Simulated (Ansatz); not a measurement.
An Ansatz input:

```yaml
crystal:
  lattice:
    - [2.5104547734, 0.0, 0.0]
    - [-1.2552273867, 2.1741176088, 0.0]
    - [0.0, 0.0, 4.1257173804]
  atoms:
    - { symbol: Ni, position: [0.3333333333, 0.6666666667, 0.25], spin: 0.629 }
    - { symbol: Ni, position: [0.6666666667, 0.3333333333, 0.75], spin: 0.629 }
hamiltonian:
  xc: lda
  pseudopotentials:
    kind: paw
    azcp:
      Ni: "pseudopotentials/Ni.paw.azcp"
basis:
  ecutwfc: 420
  fft_grid_basis: typed
kpoints:
  mp_grid: { grid: [17, 17, 9], shift: [0, 0, 0] }
magnetization:
  spin_polarized: true
scf:
  occupations: { method: fermi_dirac, width: 0.05 }
  lower_state_search: "off"
output:
  stress: true
  write_density: true
  write_potential: true
  elf: true
  volumetric_format: npy
```

Terminal output

```
Warning: the record states the generating functional pbe (its physics header spells it `PBE`), which answers neither for hamiltonian.xc's functional nor for the lda family's — results may be inconsistent (PPs are generated against a specific XC)
Engine: ansatz 0.2.0, x86_64-unknown-linux-gnu
Pseudopotentials: kind: paw
Pseudopotential: Ni, paw, valence charge 18, recommended cutoff 420 eV (normal) 
Functional definition: SPW92
  exchange = slater_x
  correlation = pw_c
Crystal: 2 atoms, lattice volume = 22.518 Å³
Basis set: ecut = 420 eV, 427 PW (Γ)
Bands: 23, of which v1, the nominal top of the filled ones, is band 18 counted from 1 (17 counted from 0)
Symmetry: 24 space group operations
Space group: P63/mmc (ITA 194), of the structure as read, at distance tolerance 2.8e-5 Å
Magnetic group: BNS 194.263 (UNI 1493), of the structure as read, at distance tolerance 2.8e-5 Å
k-points: 165 of 2601
Non-local potential: Ni, projectors of the file, l = 0: 3, l = 1: 2, l = 2: 3, l = 3: 1
PAW form: soft (Blöchl's): semilocal exchange-correlation on the pseudo side does not see the compensation charge
PAW frozen core: Ni, regenerated for the run's functional, and the local potential with it (the file was generated under x = pbe(κ = 0.804, μ = 0.2195149727645171), c = pbe(β = 0.06672455060314922))
PAW one-centre angular grid: Ni, 590 points (default); XC on 64 Gauss nodes
Initial density: superposition of atomic densities (chi_scale 0.1, normalization cell)
Starting moments: Σ|m| = 1.258 μB on 2 of 2 sites
Initial wavefunctions: pseudopotential atomic-orbital guess
Functional: x = slater, c = lda
iter 1 solved again at ethr=1.23e-4 eV; its pass at ethr=3.10e-3 eV (dr2=4.43e-2 eV) is discarded
SCF iter   1: F=—  HF=-11546.514517 eV  |F-HF|=—  |Δ(HF+E_count)|=         —  Δρ=2.26e-2 (↑2.26e-2 ↓9.20e-3)  dr2=4.41e-2  dr2_m=4.38e-2  M=1.213 μB ∫|m|=1.261 μB  β_m=1.00  ethr=1.23e-4  ⟨swp⟩=1.0  Hψ=38404  notcnv=0
SCF iter   2: F=—  HF=-11546.518711 eV  |F-HF|=—  |Δ(HF+E_count)|=   4.19e-3  Δρ=1.08e-2 (↑1.08e-2 ↓4.08e-3)  dr2=2.82e-2  dr2_m=3.45e-3  M=1.219 μB ∫|m|=1.313 μB  β_m=1.00  ethr=1.23e-4  ⟨swp⟩=2.1  Hψ=9257  notcnv=0
SCF iter   3: F=—  HF=-11546.519126 eV  |F-HF|=—  |Δ(HF+E_count)|=   4.15e-4  Δρ=3.04e-3 (↑2.22e-3 ↓3.04e-3)  dr2=8.99e-4  dr2_m=7.49e-4  M=1.232 μB ∫|m|=1.338 μB  β_m=1.00  ethr=7.84e-5  ⟨swp⟩=2.2  Hψ=14918  notcnv=0
SCF iter   4: F=—  HF=-11546.526071 eV  |F-HF|=—  |Δ(HF+E_count)|=   6.95e-3  Δρ=3.39e-3 (↑1.06e-3 ↓3.39e-3)  dr2=1.02e-3  dr2_m=6.03e-4  M=1.248 μB ∫|m|=1.360 μB  β_m=1.00  ethr=2.50e-6  ⟨swp⟩=2.4  Hψ=14305  notcnv=0
SCF iter   5: F=—  HF=-11546.532847 eV  |F-HF|=—  |Δ(HF+E_count)|=   6.78e-3  Δρ=1.41e-3 (↑1.20e-3 ↓1.41e-3)  dr2=1.08e-4  dr2_m=3.14e-4  M=1.259 μB ∫|m|=1.376 μB  β_m=1.00  ethr=2.50e-6  ⟨swp⟩=2.0  Hψ=15174  notcnv=0
SCF iter   6: F=—  HF=-11546.535482 eV  |F-HF|=—  |Δ(HF+E_count)|=   2.63e-3  Δρ=1.34e-3 (↑5.67e-4 ↓1.34e-3)  dr2=7.92e-5  dr2_m=1.85e-4  M=1.267 μB ∫|m|=1.388 μB  β_m=1.00  ethr=3.00e-7  ⟨swp⟩=2.0  Hψ=12211  notcnv=0
SCF iter   7: F=—  HF=-11546.537324 eV  |F-HF|=—  |Δ(HF+E_count)|=   1.84e-3  Δρ=8.29e-4 (↑6.09e-4 ↓8.29e-4)  dr2=8.12e-6  dr2_m=1.06e-4  M=1.274 μB ∫|m|=1.397 μB  β_m=1.00  ethr=2.20e-7  ⟨swp⟩=2.0  Hψ=13555  notcnv=0
SCF iter   8: F=—  HF=-11546.538458 eV  |F-HF|=—  |Δ(HF+E_count)|=   1.13e-3  Δρ=7.81e-4 (↑7.81e-4 ↓3.17e-4)  dr2=2.91e-5  dr2_m=6.15e-5  M=1.278 μB ∫|m|=1.404 μB  β_m=0.30  ethr=2.26e-8  ⟨swp⟩=2.0  Hψ=13599  notcnv=0
Mixer restart at iter 8: flushing history
spin-set hold released at iteration 8 (site moments contracting): the magnetisation degrees of freedom join the quasi-Newton model from the next iteration; the mixer history was flushed
SCF iter   9: F=—  HF=-11546.539378 eV  |F-HF|=—  |Δ(HF+E_count)|=   9.20e-4  Δρ=8.15e-4 (↑8.14e-4 ↓8.15e-4)  dr2=4.29e-8  dr2_m=1.37e-4  M=1.282 μB ∫|m|=1.409 μB  β_m=0.58  ethr=2.78e-10  ⟨swp⟩=7.4  Hψ=56207  notcnv=0
SCF iter  10: F=—  HF=-11546.540616 eV  |F-HF|=—  |Δ(HF+E_count)|=   1.24e-3  Δρ=1.98e-3 (↑1.98e-3 ↓8.47e-4)  dr2=9.69e-4  dr2_m=6.75e-5  M=1.291 μB ∫|m|=1.424 μB  β_m=0.53  ethr=1.19e-10  ⟨swp⟩=12.7  Hψ=79780  notcnv=0
SCF iter  11: F=—  HF=-11546.540438 eV  |F-HF|=—  |Δ(HF+E_count)|=   1.78e-4  Δρ=1.35e-3 (↑1.40e-4 ↓1.35e-3)  dr2=2.11e-4  dr2_m=1.04e-4  M=1.296 μB ∫|m|=1.431 μB  β_m=0.57  ethr=1.19e-10  ⟨swp⟩=4.1  Hψ=26159  notcnv=0
SCF iter  12: F=—  HF=-11546.540433 eV  |F-HF|=—  |Δ(HF+E_count)|=   4.36e-6  Δρ=4.57e-4 (↑5.87e-5 ↓4.57e-4)  dr2=2.16e-5  dr2_m=1.29e-5  M=1.296 μB ∫|m|=1.432 μB  β_m=0.78  ethr=1.19e-10  ⟨swp⟩=3.1  Hψ=20523  notcnv=0
SCF iter  13: F=—  HF=-11546.540433 eV  |F-HF|=—  |Δ(HF+E_count)|=   3.01e-7  Δρ=7.27e-5 (↑8.38e-6 ↓7.27e-5)  dr2=5.80e-7  dr2_m=3.09e-7  M=1.296 μB ∫|m|=1.432 μB  β_m=0.71  ethr=1.19e-10  ⟨swp⟩=3.1  Hψ=18601  notcnv=0
SCF iter  14: F=-11546.540433 eV  HF=-11546.540433 eV  |F-HF|=3.97e-9  |Δ(HF+E_count)|=   1.83e-8  Δρ=6.65e-6 (↑5.95e-7 ↓6.65e-6)  dr2=5.09e-9  dr2_m=2.23e-9  M=1.296 μB ∫|m|=1.432 μB  ethr=1.19e-10  ⟨swp⟩=5.6  Hψ=46843  notcnv=0
SCF 1 converged in 14 iterations: F = -11546.540433 eV  dr2 = 5.09e-9
SCF converged after 14 iterations
Magnetization: 1.2959 μB (18.6479 up, 17.3521 down)
Absolute magnetization: 1.4336 μB (∫|ρ↑−ρ↓|, with the PAW one-centre terms)
Spin contamination: 0.0101 ħ² per cell (⟨S²⟩ above its minimum at these occupations)
Per-site moments (μB) at R_I (Å): [(0.6778134704605671, 1.0355625940236166), (0.6778134704605667, 1.0355625940236166)]
Free energy (F): -11546.540433 eV
Harris-Foulkes:  -11546.540433 eV  (|F-HF|=3.97e-9)
Internal energy: -11546.503961 eV  (E = F + TS)
E sigma→0 (E₀):  -11546.522197 eV
Entropy (-TS):   -0.036472 eV (-18.236 meV/atom)
Fermi energy:    16.971938 eV
--- Per-component energies (eV) ---
  E_band       = -600.996797
  E_kinetic    = 564.283343
  E_local      = -6991.610724  (includes V_loc(G=0)·N_el)
  E_nonlocal   = 1277.563940
  E_hartree    = 2908.902073
  E_xc         = -168.303421
  E_vxc        = -217.854289  (∫ρ·V_xc dr)
  E_paw        = -3126.244498  (= ΣΔE_a)
  E_vpaw       = -1051.191622  (= ΣTr[D̂ρ^β])
  E_aug_tail   = 0.000801  (compensation charges beyond the density's cutoff)
  E_ewald      = -6011.963717
  E_core_change = 0.868241  (= ΣΔE_core)
  E_smearing   = -0.036472  (= −TS)
  E_closure    = -0.000000  (closes the sum)
  Σ components = -11546.540433   (vs F -11546.540433, Δ=0.00e0)
--- Stress (GPa, compression-positive) ---
      -21.402055       0.000000      -0.000000
        0.000000     -21.402055      -0.000000
       -0.000000      -0.000000     -21.755493
  P = ⅓ Tr σ = -21.5199 GPa (-215.199 kbar)
--- Band table (eV; the first three rows and the last of 330) ---
  k-point 0 ↑: bands = ["-85.7902", "-85.7611", "-46.6699", "-46.5159", "-46.5159", "-46.4882", "-46.4882", "-46.4759", "8.0636", "12.2456", "14.6066", "14.7115", "14.7115", "14.9649", "14.9649", "15.3623", "15.3623", "16.2666", "16.2666", "16.5846", "22.2302", "39.2194", "40.6460"]
  k-point 1 ↑: bands = ["-85.7893", "-85.7620", "-46.6641", "-46.5150", "-46.5150", "-46.4890", "-46.4890", "-46.4818", "8.1805", "12.1875", "14.5801", "14.6887", "14.6887", "14.9392", "14.9392", "15.4209", "15.4209", "16.1154", "16.2587", "16.2587", "22.9759", "39.1992", "40.4080"]
  k-point 2 ↑: bands = ["-85.7868", "-85.7645", "-46.6474", "-46.5126", "-46.5126", "-46.4988", "-46.4914", "-46.4914", "8.5264", "11.9568", "14.5075", "14.6488", "14.6488", "14.8715", "14.8715", "15.2454", "15.5639", "15.5639", "16.2290", "16.2290", "24.7272", "37.6865", "39.3436"]
  k-point 164 ↓: bands = ["-84.9351", "-84.9348", "-45.8571", "-45.8554", "-45.8210", "-45.8116", "-45.7297", "-45.7278", "13.9138", "13.9980", "14.3008", "14.3122", "14.8321", "14.8556", "15.9259", "16.0794", "17.0009", "17.0368", "22.1443", "22.1444", "23.9747", "24.5606", "25.9127"]
```

Command:

```sh
ansatz run input.yaml --threads 2 --pin off --max-ram 5120MiB --backend cpu --events-out ev --progress --plain --runs-dir out
```

On 2 threads of Intel(R) Xeon(R) 6975P-C (Granite Rapids) (shared host) this took about 5.6 s of wall time and 10 s of CPU time.
